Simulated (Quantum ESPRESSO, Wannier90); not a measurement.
**CoSi (P2₁3): Wannier90 run**

Structure: Materials Project mp-7577, symmetrised, not relaxed again. COD (Crystallography Open Database) has an entry of this formula and space group (matched by these alone). Computed values, not measurements, from PBEsol: Quantum ESPRESSO (norm-conserving PseudoDojo potentials, cutoff 77 Ry, no spin polarisation, no spin-orbit coupling) on a Γ-centred 4×4×4 mesh, then Wannier90. Density: 8×8×8 mesh, cold smearing 0.01 Ry. A non-magnetic state is assumed; magnetic ones were not tried.

On the energy scale of pw.x, whose zero is arbitrary, the Fermi level lies at 17.43 eV.

Input w.win:

```
num_bands = 4
num_wann = 4
exclude_bands = 5-91
num_iter = 1000
conv_tol = 1.0e-6
conv_window = 4
write_hr = true
write_u_matrices = true
auto_projections = true
begin unit_cell_cart
ang
    4.3831200000    0.0000000000    0.0000000000
    0.0000000000    4.3831200000    0.0000000000
    0.0000000000    0.0000000000    4.3831200000
end unit_cell_cart
begin atoms_frac
Co  -0.1459000000 -0.3541000000  0.3541000000
Co  -0.3541000000  0.3541000000 -0.1459000000
Co   0.3541000000 -0.1459000000 -0.3541000000
Co   0.1459000000  0.1459000000  0.1459000000
Si   0.1565400000  0.3434600000 -0.3434600000
Si   0.3434600000 -0.3434600000  0.1565400000
Si  -0.3434600000  0.1565400000  0.3434600000
Si  -0.1565400000 -0.1565400000 -0.1565400000
end atoms_frac
mp_grid = 4 4 4
begin kpoints
0.0000000000 0.0000000000 0.0000000000
0.0000000000 0.0000000000 0.2500000000
0.0000000000 0.0000000000 0.5000000000
... (61 more lines: the 4x4x4 mesh through Gamma)
end kpoints
```

Input of pw2wannier90.x that gives the overlap and projection files (equivalent; here they were cut from one run over all bands):

```
&inputpp
  outdir = './out'
  prefix = 'pwscf'
  seedname = 'w'
  write_amn = .true.
  write_mmn = .true.
  atom_proj = .true.
  atom_proj_exclude = 2 3 4 5 6 7 8 9 10 12 13 14 15 16 17 18 19 20 22 23 24 25 26 27 28 29 30 32 33 34 35 36 37 38 39 40 41 42 43 44 45 46 47 48 49 50 51 52 53 54 55 56
/
```

Output w.wout (banner and timings cut):

```
                                    ------
                                    SYSTEM
                                    ------

                              Lattice Vectors (Ang)
                    a_1     4.383120   0.000000   0.000000
                    a_2     0.000000   4.383120   0.000000
                    a_3     0.000000   0.000000   4.383120

                   Unit Cell Volume:      84.20737  (Ang^3)

                        Reciprocal-Space Vectors (Ang^-1)
                    b_1     1.433496   0.000000   0.000000
                    b_2     0.000000   1.433496   0.000000
                    b_3     0.000000   0.000000   1.433496

 *----------------------------------------------------------------------------*
 |   Site       Fractional Coordinate          Cartesian Coordinate (Ang)     |
 +----------------------------------------------------------------------------+
 | co   1  -0.14590  -0.35410   0.35410   |   -0.63950  -1.55206   1.55206    |
 | co   2  -0.35410   0.35410  -0.14590   |   -1.55206   1.55206  -0.63950    |
 | co   3   0.35410  -0.14590  -0.35410   |    1.55206  -0.63950  -1.55206    |
 | co   4   0.14590   0.14590   0.14590   |    0.63950   0.63950   0.63950    |
 | si   1   0.15654   0.34346  -0.34346   |    0.68613   1.50543  -1.50543    |
 | si   2   0.34346  -0.34346   0.15654   |    1.50543  -1.50543   0.68613    |
 | si   3  -0.34346   0.15654   0.34346   |   -1.50543   0.68613   1.50543    |
 | si   4  -0.15654  -0.15654  -0.15654   |   -0.68613  -0.68613  -0.68613    |
 *----------------------------------------------------------------------------*
                                ------------
                                K-POINT GRID
                                ------------

             Grid size =  4 x  4 x  4      Total points =   64

 *---------------------------------- MAIN ------------------------------------*
 |  Number of Wannier Functions               :                 4             |
 |  Number of Objective Wannier Functions     :                 4             |
 |  Number of input Bloch states              :                 4             |
 |  Output verbosity (1=low, 5=high)          :                 1             |
 |  Timing Level (1=low, 5=high)              :                 1             |
 |  Optimisation (0=memory, 3=speed)          :                 3             |
 |  Length Unit                               :               Ang             |
 |  Post-processing setup (write *.nnkp)      :                 F             |
 |  Using Gamma-only branch of algorithms     :                 F             |
 *----------------------------------------------------------------------------*
 *------------------------------- WANNIERISE ---------------------------------*
 |  Total number of iterations                :              1000             |
 |  Number of CG steps before reset           :                 5             |
 |  Trial step length for line search         :             2.000             |
 |  Convergence tolerence                     :         0.100E-05             |
 |  Convergence window                        :                 4             |
 |  Iterations between writing output         :                 1             |
 |  Iterations between backing up to disk     :               100             |
 |  Write r^2_nm to file                      :                 F             |
 |  Write xyz WF centres to file              :                 F             |
 |  Write on-site energies <0n|H|0n> to file  :                 F             |
 |  Use guiding centre to control phases      :                 F             |
 |  Use phases for initial projections        :                 F             |
 *----------------------------------------------------------------------------*
 *-------------------------------- PLOTTING ----------------------------------*
 |  Plotting Hamiltonian in WF basis          :                 T             |
 *----------------------------------------------------------------------------*

       ... (k-mesh section left out)

 Starting a new Wannier90 calculation ...

 Reading overlaps from w.mmn

 Reading projections from w.amn

 *------------------------------- WANNIERISE ---------------------------------*
 +--------------------------------------------------------------------+<-- CONV
 | Iter  Delta Spread     RMS Gradient      Spread (Ang^2)            |<-- CONV
 +--------------------------------------------------------------------+<-- CONV

 ------------------------------------------------------------------------------
 Initial State
  WF centre and spread    1  ( -0.639393, -1.552167,  1.552167 )     0.18725212
  WF centre and spread    2  ( -1.552167,  1.552167, -0.639393 )     0.18725212
  WF centre and spread    3  (  1.552167, -0.639393, -1.552167 )     0.18725212
  WF centre and spread    4  (  0.639393,  0.639393,  0.639393 )     0.18725212
  Sum of centres and spreads (  0.000000, -0.000000,  0.000000 )     0.74900850

      0     0.749E+00     0.0000000000        0.7490084959  <-- CONV
        O_D=      0.0000000 O_OD=      0.0000000 O_TOT=      0.7490085 <-- SPRD
 ------------------------------------------------------------------------------
      1    -0.231E-13     0.0000010406        0.7490084959  <-- CONV
        O_D=      0.0000000 O_OD=      0.0000000 O_TOT=      0.7490085 <-- SPRD
      2    -0.242E-11     0.0000010358        0.7490084959  <-- CONV
        O_D=      0.0000000 O_OD=      0.0000000 O_TOT=      0.7490085 <-- SPRD
      3    -0.999E-15     0.0000002455        0.7490084959  <-- CONV
        O_D=      0.0000000 O_OD=      0.0000000 O_TOT=      0.7490085 <-- SPRD
      4    -0.200E-14     0.0000002380        0.7490084959  <-- CONV
        O_D=      0.0000000 O_OD=      0.0000000 O_TOT=      0.7490085 <-- SPRD
             <<<     Delta < 1.000E-06  over  4 iterations     >>>
             <<< Wannierisation convergence criteria satisfied >>>
 Final State
  WF centre and spread    1  ( -0.639393, -1.552167,  1.552167 )     0.18725212
  WF centre and spread    2  ( -1.552167,  1.552167, -0.639393 )     0.18725212
  WF centre and spread    3  (  1.552167, -0.639393, -1.552167 )     0.18725212
  WF centre and spread    4  (  0.639393,  0.639393,  0.639393 )     0.18725212
  Sum of centres and spreads (  0.000000, -0.000000,  0.000000 )     0.74900850

         Spreads (Ang^2)       Omega I      =     0.749008481
        ================       Omega D      =     0.000000000
                               Omega OD     =     0.000000015
    Final Spread (Ang^2)       Omega Total  =     0.749008496
```
